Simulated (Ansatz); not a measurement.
Input and command of a calculation in Ansatz (plane waves; scalar-relativistic PAW potentials unless the input names others):

```yaml
crystal:
  lattice:
    - [0.0, 4.3785476729, 4.3785476729]
    - [4.3785476729, 0.0, 4.3785476729]
    - [4.3785476729, 4.3785476729, 0.0]
  atoms:
    - { symbol: K, position: [0.5, 0.5, 0.5] }
    - { symbol: Rb, position: [0.75, 0.75, 0.75] }
    - { symbol: Rb, position: [0.25, 0.25, 0.25] }
    - { symbol: Ga, position: [0.0, 0.0, 0.0] }
    - { symbol: F, position: [0.78344095, 0.21655905, 0.78344095] }
    - { symbol: F, position: [0.21655905, 0.21655905, 0.78344095] }
    - { symbol: F, position: [0.78344095, 0.78344095, 0.21655905] }
    - { symbol: F, position: [0.78344095, 0.21655905, 0.21655905] }
    - { symbol: F, position: [0.21655905, 0.78344095, 0.21655905] }
    - { symbol: F, position: [0.21655905, 0.78344095, 0.78344095] }
basis:
  ecutwfc: 420
  xc_grid: 4
kpoints:
  mp_grid: { grid: [4, 4, 4] }
hamiltonian:
  xc: pbesol
scf:
  occupations: { method: gaussian, width: 0.02 }
output:
  forces: true
  eigenvalues: true
  stress: true
relax:
  adjacent_minimum: "off"
  f_tol: 0.01
  max_steps: 80
  cell: { stress_tol: 0.05 }
```

```bash
ansatz run input.yaml --threads 1 --pin off --max-ram 2560MiB --backend cpu --events-out ev --progress --plain --runs-dir out
```

Abridged log:
```
Basis set: ecut = 420 eV, 3287 PW (Γ), exchange–correlation on 180×180×180 points (64 copies of the dense FFT grid, shifted against one another)
Bands: 51, of which v1, the nominal top of the filled ones, is band 41 counted from 1 (40 counted from 0)
Symmetry: 48 space group operations
k-points: 8 of 64
SCF iter   1: F=—  HF=-16507.341221 eV  |F-HF|=—  |Δ(HF+E_count)|=         —  Δρ=1.19e-2  dr2=1.51e-1  ethr=1.77e-3  ⟨swp⟩=7.4  Hψ=1870  notcnv=0
SCF iter   2: F=—  HF=-16507.297152 eV  |F-HF|=—  |Δ(HF+E_count)|=   4.41e-2  Δρ=2.35e-3  dr2=3.42e-3  ethr=1.84e-4  ⟨swp⟩=2.1  Hψ=816  notcnv=0  defer=33
SCF iter   3: F=—  HF=-16507.296605 eV  |F-HF|=—  |Δ(HF+E_count)|=   5.47e-4  Δρ=7.60e-4  dr2=6.45e-4  ethr=4.17e-6  ⟨swp⟩=2.1  Hψ=703  notcnv=0  defer=33
SCF iter   4: F=—  HF=-16507.296786 eV  |F-HF|=—  |Δ(HF+E_count)|=   1.80e-4  Δρ=2.38e-4  dr2=5.53e-5  ethr=7.86e-7  ⟨swp⟩=2.0  Hψ=659  notcnv=0  defer=33
SCF iter   5: F=—  HF=-16507.296903 eV  |F-HF|=—  |Δ(HF+E_count)|=   1.17e-4  Δρ=6.42e-5  dr2=5.07e-6  ethr=6.75e-8  ⟨swp⟩=2.0  Hψ=597  notcnv=0  defer=33
SCF iter   6: F=—  HF=-16507.296912 eV  |F-HF|=—  |Δ(HF+E_count)|=   9.62e-6  Δρ=1.31e-5  dr2=3.15e-7  ethr=6.18e-9  ⟨swp⟩=2.0  Hψ=593  notcnv=0  defer=33
SCF iter   7: F=-16507.296913 eV  HF=-16507.296913 eV  |F-HF|=5.85e-9  |Δ(HF+E_count)|=   4.91e-7  Δρ=3.00e-6  dr2=1.06e-8  ethr=1.22e-10  ⟨swp⟩=10.0  Hψ=2011  notcnv=0
SCF 1 converged in 7 iterations: F = -16507.296913 eV  dr2 = 1.06e-8
relax step   1: F+E_penalty+E_count = -16507.29691268 eV  Δ(F+E_penalty+E_count) = +0.000e0 eV  max|allowed force component| = 1.020e-1 eV/Å  Δτ_max = 0.0000 Å  P = +0.739 GPa  Ω = 167.888 Å³  (7 SCF iters, dr2 threshold 1.00e-7 eV, accepted)
Crystal: 10 atoms, lattice volume = 169.539 Å³
Initial density: handed on by an earlier stage of this run
Initial wavefunctions: those handed on with the density
SCF iter   1: F=—  HF=-16507.296258 eV  |F-HF|=—  |Δ(HF+E_count)|=         —  Δρ=8.58e-4  dr2=1.20e-3  ethr=1.11e-6  ⟨swp⟩=2.0  Hψ=1682  notcnv=0
   ...
SCF iter   3: F=—  HF=-16507.300617 eV  |F-HF|=—  |Δ(HF+E_count)|=   1.37e-4  Δρ=3.48e-5  dr2=1.68e-6  ethr=6.38e-9  ⟨swp⟩=3.0  Hψ=752  notcnv=0
SCF iter   4: F=—  HF=-16507.300617 eV  |F-HF|=—  |Δ(HF+E_count)|=   5.98e-7  Δρ=6.86e-6  dr2=6.02e-8  ethr=2.05e-9  ⟨swp⟩=2.0  Hψ=624  notcnv=0
SCF iter   5: F=—  HF=-16507.300617 eV  |F-HF|=—  |Δ(HF+E_count)|=   2.13e-8  Δρ=2.90e-6  dr2=8.68e-9  ethr=1.42e-11  ⟨swp⟩=5.9  Hψ=1593  notcnv=0
SCF iter   6: F=-16507.300617 eV  HF=-16507.300617 eV  |F-HF|=4.51e-10  |Δ(HF+E_count)|=   5.61e-9  Δρ=6.82e-7  dr2=5.45e-10  ethr=1.06e-11  ⟨swp⟩=4.0  Hψ=1299  notcnv=0
SCF 5 converged in 6 iterations: F = -16507.300617 eV  dr2 = 5.45e-10
relax step   5: F+E_penalty+E_count = -16507.30061677 eV  Δ(F+E_penalty+E_count) = +6.789e-4 eV  max|allowed force component| = 2.251e-5 eV/Å  Δτ_max = 0.0006 Å  P = +0.006 GPa  Ω = 169.942 Å³  energy of the carried Pulay correction = -7.369e-4 eV  (6 SCF iters, dr2 threshold 1.16e-8 eV, accepted)
SCF iter   1: F=—  HF=-16507.301170 eV  |F-HF|=—  |Δ(HF+E_count)|=         —  Δρ=1.32e-5  dr2=4.44e-8  ethr=4.27e-8  ⟨swp⟩=3.5  Hψ=3094  notcnv=0
SCF iter   2: F=—  HF=-16507.301300 eV  |F-HF|=—  |Δ(HF+E_count)|=   1.31e-4  Δρ=5.62e-6  dr2=1.21e-8  ethr=5.42e-11  ⟨swp⟩=2.5  Hψ=751  notcnv=0
SCF iter   3: F=—  HF=-16507.301300 eV  |F-HF|=—  |Δ(HF+E_count)|=   7.95e-9  Δρ=2.50e-6  dr2=1.40e-9  ethr=1.48e-11  ⟨swp⟩=2.2  Hψ=569  notcnv=0
SCF iter   4: F=-16507.301300 eV  HF=-16507.301300 eV  |F-HF|=1.46e-11  |Δ(HF+E_count)|=   1.90e-9  Δρ=1.05e-7  dr2=1.71e-11  ethr=1.00e-12  ⟨swp⟩=4.0  Hψ=1862  notcnv=0
SCF 6 converged in 4 iterations: F = -16507.301300 eV  dr2 = 1.71e-11
SCF converged after 4 iterations
Free energy (F): -16507.301300 eV
Harris-Foulkes:  -16507.301300 eV  (|F-HF|=1.46e-11)
Internal energy: -16507.301300 eV  (E = F + TS)
E sigma→0 (E₀):  -16507.301300 eV
Fermi energy:    4.876425 eV
--- Forces (eV/Å), atoms counted from 1 ---
  atom   1  K      0.00000000     0.00000000     0.00000000
  atom   2  Rb     0.00000000     0.00000000     0.00000000
  atom   3  Rb     0.00000000     0.00000000     0.00000000
  atom   4  Ga     0.00000000     0.00000000     0.00000000
  atom   5  F      0.00000000    -0.00004833     0.00000000
  atom   6  F      0.00000000     0.00000000     0.00004833
  atom   7  F      0.00000000     0.00000000    -0.00004833
  atom   8  F      0.00004833     0.00000000     0.00000000
  atom   9  F      0.00000000     0.00004833     0.00000000
  atom  10  F     -0.00004833     0.00000000     0.00000000
--- Stress (GPa, compression-positive) ---
        0.010194       0.000000       0.000000
        0.000000       0.010194       0.000000
        0.000000       0.000000       0.010194
  P = ⅓ Tr σ = 0.0102 GPa (0.102 kbar)
--- Relaxed structure (4 steps of the walk, 4 accepted, 2 SCFs on fresh bases) ---
  F+E_penalty+E_count = -16507.30130033 eV   max|allowed force component| = 4.833e-5 eV/Å   (the final SCF, on the basis selected at the relaxed cell)
  cell:  # Å, volume = 169.9423 Å³
    - [0.0, 4.39633181, 4.39633181]
    - [4.39633181, 0.0, 4.39633181]
    - [4.39633181, 4.39633181, 0.0]
  atoms:
    - { symbol: K, position: [0.5, 0.5, 0.5] }
    - { symbol: Rb, position: [0.75, 0.75, 0.75] }
    - { symbol: Rb, position: [0.25, 0.25, 0.25] }
    - { symbol: Ga, position: [0.0, 0.0, 0.0] }
    - { symbol: F, position: [0.78340796, 0.21659203, 0.78340796] }
    - { symbol: F, position: [0.21659203, 0.21659203, 0.78340796] }
    - { symbol: F, position: [0.78340796, 0.78340796, 0.21659203] }
    - { symbol: F, position: [0.78340796, 0.21659203, 0.21659203] }
    - { symbol: F, position: [0.21659203, 0.78340796, 0.21659203] }
    - { symbol: F, position: [0.21659203, 0.78340796, 0.78340796] }
```

Apart from outputs and empty bands, the input differs from a reference run on usual settings in kpoints.mp_grid.grid: [6, 6, 6] → [4, 4, 4]; basis.xc_grid: not typed → 4. The reference, at the same start, ended its own course with a relaxed volume of 16.99 Å³/atom, pressure 0.01 GPa, largest force 0.000 eV/Å, gap on the mesh 6.10 eV. This run converged in 33 SCF iterations over all its steps (reference: 33) with an energy at zero smearing 0.03 meV/atom above the reference's, a relaxed volume of 16.99 Å³/atom, pressure 0.01 GPa, largest force 0.000 eV/Å, gap on the mesh 6.10 eV. Its k mesh is looser than usual, yet energy, pressure and forces hardly moved.

The run took 30 s on 1 thread of AMD EPYC 7R43 64-Core Processor (Zen 3), with other jobs on the host, peak memory 0.74 GiB.